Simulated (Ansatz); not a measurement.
TiO2 (rutile, P4_2/mnm) at seven volumes, HSE06 in the plane-wave PAW code Ansatz, shape and atoms relaxed at each. One row is withheld.

| V (Å³/atom) | P (GPa) |
|---|---|
| 9.369 | 28.06 |
| 9.678 | ? |
| 9.987 | 7.80 |
| 10.296 | -0.01 |
| 10.605 | -6.39 |
| 10.914 | -11.57 |
| 11.223 | -15.62 |

Fit the shown pressures and predict the withheld one.

Third-order Birch–Murnaghan: P = (3/2)B₀(x^(7/2) − x^(5/2))[1 + (3/4)(B′ − 4)(x − 1)] with x = (V₀/V)^(2/3). Least squares on the six rows gives V₀ = 10.297 Å³/atom, B₀ = 230.6 GPa, B′ = 5.41. At V = 9.678, x = 1.0422 and P = 16.91 GPa. The run itself gave 17.08 GPa.

Symmetry was held in the HSE06 relaxation. The run is not spin-polarised.

Potentials: the later of the program's two PAW sets.
